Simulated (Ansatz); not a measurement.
How much do the gradients of La2In8Rh depend on the method?

Cell: a refined structure from the COD, ions relaxed with PBE at fixed cell.

```cif
data_La2In8Rh
_symmetry_space_group_name_H-M 'P4/mmm'
_symmetry_Int_Tables_number 123
_cell_length_a 4.6980
_cell_length_b 4.6980
_cell_length_c 12.3440
_cell_angle_alpha 90.000
_cell_angle_beta 90.000
_cell_angle_gamma 90.000
loop_
_atom_site_label
_atom_site_type_symbol
_atom_site_symmetry_multiplicity
_atom_site_Wyckoff_symbol
_atom_site_fract_x
_atom_site_fract_y
_atom_site_fract_z
La La 2 g 0.0000 0.0000 0.3065
In3 In 2 e 0.5000 0.0000 0.5000
In5 In 4 i 0.5000 0.0000 0.1195
In9 In 2 h 0.5000 0.5000 0.3079
Rh Rh 1 a 0.0000 0.0000 0.0000
```

One atom of each set is listed.

First run. Computed with Ansatz: DFT, PBE, plane waves and PAW, scalar-relativistic, 420 eV cutoff, Γ-centred 7×7×3 k-points, Fermi–Dirac smearing 0.05 eV.

| site | V_zz (10²¹ V/m²) | η |
| --- | --- | --- |
| La | -0.45 | 0.00 |
| In3 | 11.65 | 0.10 |
| In5 | 20.6 | 0.37 |
| In9 | 9.01 | 0.00 |
| Rh | -1.55 | 0.00 |

Second run. The same atoms and settings, except that the functional is r2SCAN and the cutoff is 500 eV.

Problem. What does the second run give?

Solution. 

```csv
site,V_zz,η,change of V_zz
La,-0.47,0.00,-0.02
In3,12.22,0.12,+0.57
In5,21.3,0.35,+0.70
In9,9.24,0.00,+0.23
Rh,-1.67,0.00,-0.12
```

The largest change of V_zz is on In5, from 20.6 to 21.3. In per cent, |V_zz| changes by +3 to +5 on In (all sites that start above 2).

With no gap above 0.1 eV, as in a metal, the gradients converge slowly in k; expect changes of a tenth or more on a denser mesh. Without spin–orbit coupling (the program notes it for In, La and Rh) the gradients can shift somewhat, as the gap is small. With these PAW files V_zz is typically within 2 to 3 % of all-electron values, but misses above 10 % occur on Rh.
